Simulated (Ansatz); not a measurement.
ScB2: computed DOS

Space group P6/mmm (No. 191). a = 3.150 Å, b = 3.150 Å, c = 3.520 Å, α = 90.00°, β = 90.00°, γ = 120.00°
```csv
atom,site,symmetry,x,y,z
Sc,1a,6/mmm,0.0000,0.0000,0.0000
B,2d,-6m2,0.3333,0.6667,0.5000
```

The runs use the primitive cell with vectors (3.150, 0.000, 0.000), (-1.575, 2.728, 0.000), (0.000, 0.000, 3.520) Å, to which the k mesh refers.

The cell comes from COD entry 1510831, which wasn't checked; take it as a given geometry.

Spin polarisation is left out, and whether a magnetic state lies lower isn't shown here.

All numbers below come from Ansatz 0.2.0, DFT, PBEsol, all-electron LAPW, scalar-relativistic.

Numerical set-up: a Γ-centred 12×12×9 k mesh, Fermi–Dirac smearing of 0.03 eV, basis error target 1 meV/atom, no spin polarisation.

States per eV and cell, averaged over 0.6 eV, from -11.8 to 1.8 eV, with energies (bin centres) from the Fermi level; empty bins are left out. The partial columns, the largest 4 alone, are projections on Löwdin-orthogonalised atomic shells (those that the program's projection atoms carry: the occupied ones and, for some elements, an empty d or f shell; other empty shells have no column), summed over atoms of an element. Weights on diffuse s and p shells depend on that basis and aren't pure angular character.

```tsv
E (eV)	total	B 2p	Sc 3d	B 2s	Sc 4s
-11.6	0.03	0.00	0.00	0.01	0.01
-11.0	0.19	0.02	0.00	0.10	0.06
-10.4	0.35	0.06	0.01	0.20	0.06
-9.8	0.55	0.12	0.03	0.32	0.05
-9.2	0.58	0.17	0.06	0.30	0.03
-8.6	0.65	0.21	0.08	0.31	0.02
-8.0	0.73	0.24	0.11	0.34	0.01
-7.4	0.26	0.10	0.04	0.11	0.00
-6.8	0.37	0.19	0.05	0.11	0.01
-6.2	0.72	0.40	0.09	0.21	0.01
-5.6	0.52	0.30	0.07	0.13	0.01
-5.0	0.57	0.36	0.08	0.10	0.02
-4.4	0.81	0.56	0.11	0.09	0.03
-3.8	0.86	0.63	0.12	0.07	0.02
-3.2	1.15	0.84	0.18	0.07	0.03
-2.6	1.41	1.07	0.24	0.05	0.03
-2.0	2.20	1.58	0.51	0.03	0.03
-1.4	1.34	0.89	0.41	0.01	0.01
-0.8	0.94	0.50	0.41	0.00	0.00
-0.2	0.89	0.30	0.56	0.01	0.01
0.4	0.88	0.21	0.64	0.01	0.02
1.0	0.50	0.10	0.38	0.00	0.01
1.6	0.18	0.04	0.14	0.00	0.00
```

Problem. Which of the resolved shells contributes most within 0.3 eV of the Fermi level?

Solution. Sc 3d, with 68 % of all states there; B 2p follows with 28 %.

Problem. Where is the centre of the filled Sc 3d states between -14 eV and the top of the filled states?

Solution. -2.73 eV from the Fermi level.
